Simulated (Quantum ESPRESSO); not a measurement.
# Kohn-Sham bands of LiTaF₆ (R-3)

```
LiTaF6
1.0
   -2.58467     4.47678     0.00000
   -5.16934     0.00000     0.00000
   -2.58467     1.49226     4.52600
Li Ta F
1 1 6
Direct
  0.50000   0.50000   0.50000
  0.00000   0.00000   0.00000
  0.64967   0.86097   0.24397
  0.35033   0.13903   0.75603
  0.86097   0.24539   0.24397
  0.13903   0.75461   0.75603
  0.24539   0.64967   0.24397
  0.75461   0.35033   0.75603
```

Cell from Materials Project (mp-1080679), symmetrised, no further relaxation. Not found in the COD (Crystallography Open Database) copy used; not checked further. Computed values, not measurements, from PBEsol: Quantum ESPRESSO (norm-conserving PseudoDojo potentials, cutoff 68 Ry, no spin polarisation, no spin-orbit coupling) on a Γ-centred 4×4×4 mesh, then Wannier90. Density: 8×8×8 mesh, cold smearing 0.01 Ry. Spin-orbit coupling is left out although heavy elements are present.

Q: List the Kohn-Sham levels between −8 and 9.5 eV relative to the valence-band maximum at the high-symmetry points, as a band run of pw.x on that density gives them (levels within 2 meV counted together).

A: 
| point | k (reciprocal lattice) | levels (eV) |
|---|---|---|
| Γ | 0.000 0.000 0.000 | -3.30, -3.16 (×2), -2.78, -2.58 (×2), -1.89 (×2), -1.72, -0.77, -0.42 (×2), -0.29, -0.28 (×3), 0.00 (×2), 6.54, 6.55 (×2), 8.71 |
| T | 0.000 0.000 0.500 | -3.50 (×2), -3.03, -2.33, -2.30 (×2), -1.87, -1.36 (×2), -1.33, -0.77 (×2), -0.49, -0.38, -0.29 (×2), -0.17 (×2), 6.56, 6.62 (×2) |
| H_2 | -0.261 -0.522 0.239 | -3.63, -3.38, -2.82, -2.57, -2.52, -1.99, -1.60, -1.42, -1.27, -1.13, -1.00, -0.68, -0.61, -0.60, -0.56, -0.26, -0.13, -0.11, 6.53, 6.56, 6.60 |
| H_0 | -0.478 -0.739 -0.239 | -3.63, -3.38, -2.82, -2.57, -2.52, -1.99, -1.60, -1.42, -1.27, -1.13, -1.00, -0.68, -0.61, -0.60, -0.56, -0.26, -0.13, -0.11, 6.53, 6.56, 6.60 |
| L | 0.000 -0.500 0.000 | -3.52, -3.40, -3.20, -2.51, -2.24, -2.15, -2.05, -1.57, -1.34, -1.04, -0.88, -0.73, -0.35, -0.31, -0.27, -0.27, -0.18, -0.07, 6.46, 6.51, 6.59 |
| S_0 | -0.370 -0.739 -0.370 | -3.67, -3.31, -2.87, -2.65, -2.36, -2.11, -1.66, -1.34, -1.28, -1.14, -0.97, -0.82, -0.68, -0.57, -0.34, -0.22, -0.19, -0.08, 6.51, 6.53, 6.60 |
| S_2 | -0.370 -0.630 0.000 | -3.67, -3.31, -2.87, -2.65, -2.36, -2.11, -1.66, -1.34, -1.28, -1.14, -0.97, -0.82, -0.68, -0.57, -0.34, -0.22, -0.19, -0.08, 6.51, 6.53, 6.60 |
| F | -0.500 -0.500 0.000 | -3.78, -3.20, -2.80, -2.69, -2.01, -1.90, -1.71, -1.66, -1.52, -1.17, -1.05, -0.82, -0.69, -0.34, -0.32, -0.32, -0.30, -0.03, 6.53, 6.54, 6.63 |
